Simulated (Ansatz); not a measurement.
Nb2O5:
```
Nb2O5
1.0
    6.39280     2.44336     0.00000
   -6.39280     2.44336     0.00000
   -1.37768     0.00000     5.37896
Nb O
4 10
Direct
  0.10079   0.38205   0.24566
  0.89921   0.61795   0.75434
  0.38205   0.10079   0.25434
  0.61795   0.89921   0.74566
  0.13524   0.72397   0.12798
  0.86476   0.27603   0.87202
  0.72397   0.13524   0.37202
  0.27603   0.86476   0.62798
  0.89421   0.89421   0.75000
  0.10579   0.10579   0.25000
  0.55862   0.33725   0.97653
  0.44138   0.66275   0.02347
  0.33725   0.55862   0.52347
  0.66275   0.44138   0.47653
```

DFT-PBEsol in the program Ansatz with PAW potentials gives a gap of 2.60 eV without spin–orbit coupling, maximum off the standard path, at k = (-0.104, 0.104, 0.052), minimum off the standard path, at k = (0.375, -0.375, -0.359).

**Question.** What happens when spin–orbit coupling is switched on?

**Answer.** The gap stays essentially unchanged, to 2.60 eV; maximum off the standard path, at k = (-0.104, 0.104, 0.052), minimum off the standard path, at k = (0.375, -0.375, -0.359).

**Question.** Give the electron effective mass with spin–orbit coupling.

**Answer.** 0.58, 2.3, 3.1 mₑ (principal values).

**Question.** Give the hole effective mass with spin–orbit coupling.

**Answer.** 1.9, 4.6, 5.1 mₑ (principal values).

Space group C2/c. The workflow started from a Materials Project entry (that database holds measured and hypothetical structures alike); the Crystallography Open Database files this formula in space group No. 15, but the cells were not matched. Whether it is the stable phase at ambient conditions was not checked. Symmetry was held in the PBEsol relaxation; whether a distortion lowers the energy is not shown. No spin polarisation was allowed.

Potentials: the earlier of the program's two PAW sets.
